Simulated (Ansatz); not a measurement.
Polymorphs of Si3Mo5, each relaxed with the program Ansatz at the r²SCAN level (PAW):

A: I4/mcm
a = b = 9.6405 Å, c = 4.8949 Å, α = β = γ = 90.00°

```tsv
atom	site	symmetry	x	y	z
Si	8h	m.2m	0.1672	0.3328	0.0000
Si	4a	422	0.0000	0.0000	0.2500
Mo	16k	m..	0.2240	0.0768	0.0000
Mo	4b	-42m	0.0000	0.5000	0.2500
```

B: P6_3/mcm
a = b = 7.268 Å, c = 5.035 Å, α = β = 90.00°, γ = 120.00°

```json
[
 {"atom": "Si", "site": "6g", "symmetry": "m2m", "x": "0.6058", "y": "0.6058", "z": "0.2500"},
 {"atom": "Mo", "site": "4d", "symmetry": "3.2", "x": "0.3333", "y": "0.6667", "z": "0.0000"},
 {"atom": "Mo", "site": "6g", "symmetry": "m2m", "x": "0.2406", "y": "0.2406", "z": "0.2500"}
]
```

Problem. Put the candidates in order of energy per atom at 0 K, lowest first, for r²SCAN.

Solution. A (+0 meV/atom), B (+100 meV/atom)

Standing as an ambient phase not checked: A; B. All cells were relaxed under the symmetry of their starts (and spin orders); stability against distortions was not tested throughout. Rows with no word on spin ran without spin polarisation. Scalar-relativistic: spin–orbit coupling is off unless named, which matters more the heavier the elements.

Energies hold the estimated change up to a 700 eV cutoff; steps of a few meV lie near the error of the meshes.

Potentials: the later of the program's two PAW sets.
